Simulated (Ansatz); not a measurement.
SiO2:
```yaml
crystal:
  lattice:
    - [4.18519, 0.00000, 0.00000]
    - [0.00000, 4.18519, 0.00000]
    - [0.00000, 0.00000, 2.66884]
  atoms:
    - { symbol: Si, position: [0.00000, 0.00000, 0.00000] }
    - { symbol: Si, position: [0.50000, 0.50000, 0.50000] }
    - { symbol: O, position: [0.30610, 0.30610, 0.00000] }
    - { symbol: O, position: [0.80610, 0.19390, 0.50000] }
    - { symbol: O, position: [0.19390, 0.80610, 0.50000] }
    - { symbol: O, position: [0.69390, 0.69390, 0.00000] }
```

Relaxed with r²SCAN.

### Question
Give the optical modes at the zone centre with their infrared and Raman activity from DFPT, the program Ansatz at the r²SCAN level (PAW).

### Answer
Transverse frequencies, without the LO–TO term; a row sums one degenerate level.

```
ω (cm⁻¹)  degeneracy  IR ((D/Å)²/amu)  Raman (Å⁴/amu)  activity  symmetry
--------  ----------  ---------------  --------------  --------  --------
232                1             0.00            0.12     Raman       B1g
390                1             0.00               0    silent       B1u
465                2            68.23               0        IR        Eu
576                2             3.87               0        IR        Eu
586                2             0.00            0.22     Raman        Eg
611                1             0.00               0    silent       A2g
654                1            51.30               0        IR       A2u
754                1             0.00             3.6     Raman       A1g
757                1             0.00               0    silent       B1u
830                2            22.88               0        IR        Eu
957                1             0.00            0.45     Raman       B2g
```

### Question
How high does the top mode go among those that the LO–TO term moves?

### Answer
1044 cm⁻¹ for q along x, 1044 cm⁻¹ for q along y, 1060 cm⁻¹ for q along z.

Space group P4_2/mnm (rutile). This is a known high-pressure phase of the composition, computed here at zero pressure and temperature. The r²SCAN relaxation kept the symmetry of its start; of distortions, only those at the zone centre were tested.

Potentials: the later of the program's two PAW sets.
